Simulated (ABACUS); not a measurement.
**One base run on CsSnI₃ (Pm-3m, 5 atoms in the cell; from Materials Project mp-614013, lattice scaled a little) and variants with one or two settings moved**

```
CELL_PARAMETERS angstrom
      6.32583     0.00000     0.00000
      0.00000     6.32583     0.00000
      0.00000     0.00000     6.32583
ATOMIC_POSITIONS crystal
  Cs 0.50000 0.50000 0.50000
  Sn 0.00000 0.00000 0.00000
  I  0.50000 0.00000 0.00000
  I  0.00000 0.50000 0.00000
  I  0.00000 0.00000 0.50000
```

Base run A: PBE, numerical atomic orbitals DZP (confined pseudo-atomic orbitals; energy shift 0.01 Ry), PseudoDojo 0.5 standard norm-conserving PBE (tails mended) pseudopotentials run with ABACUS, self-consistent single point.

Its settings: basis = DZP numerical atomic orbitals, energy shift 0.01 Ry; KPT = MP 5 5 5 0 0 0; basis_type = lcao; dft_functional = PBE; ecutwfc = 100 Ry; smearing_method = fd; smearing_sigma = 0.00146997 Ry; potentials = PseudoDojo 0.5 standard norm-conserving PBE (tails mended); symmetry = 1; symmetry_prec = 1e-05; ks_solver = genelpa; scf_nmax = 100; scf_thr = 1.0e-06; mixing_type = broyden.

Spin-orbit coupling is left out, which matters for bands and gaps with elements this heavy. The atom-centred basis is finite, which shifts total energies against plane waves. Forces and stress are left out: the polarisation orbitals used for some of these elements are too diffuse to give them reliably, and gaps can carry the same lack. The structure comes from a collection of computed structures, made at another level of theory; the collection holds predicted forms beside known ones. Its lattice was then scaled.

ΔF is the free energy per atom less that of run A. 

```json
[
 {"run": "A", "change": "base", "ΔF (meV/atom)": "0.00", "k-points": "10"},
 {"run": "B", "change": "smearing_sigma: 0.00146997 Ry → 0.00183747 Ry", "ΔF (meV/atom)": "0.00", "k-points": "10"},
 {"run": "C", "change": "nbands: default → 24", "ΔF (meV/atom)": "0.00", "k-points": "10"},
 {"run": "D", "change": "KPT: MP 5 5 5 0 0 0 → MP 13 13 13 0 0 0", "ΔF (meV/atom)": "4.4", "k-points": "84"},
 {"run": "E", "change": "symmetry: 1 → -1; symmetry_prec: 1e-05 → default", "ΔF (meV/atom)": "0.00", "k-points": "125"},
 {"run": "F", "change": "ecutwfc: 100 Ry → 150 Ry", "ΔF (meV/atom)": "-0.01", "k-points": "10"}
]
```

Run D against A: The free energy rises by 4.4 meV/atom.

Run F against A: The free energy hardly moves (within 1 meV/atom).

Run B against A: The free energy hardly moves (within 1 meV/atom).

The atomic orbitals were generated for these runs; they are not ABACUS's published sets and were checked against plane waves on a few crystals only.

“Tails mended”: in these copies of the files the far tail of each local potential was reset to the Coulomb form.
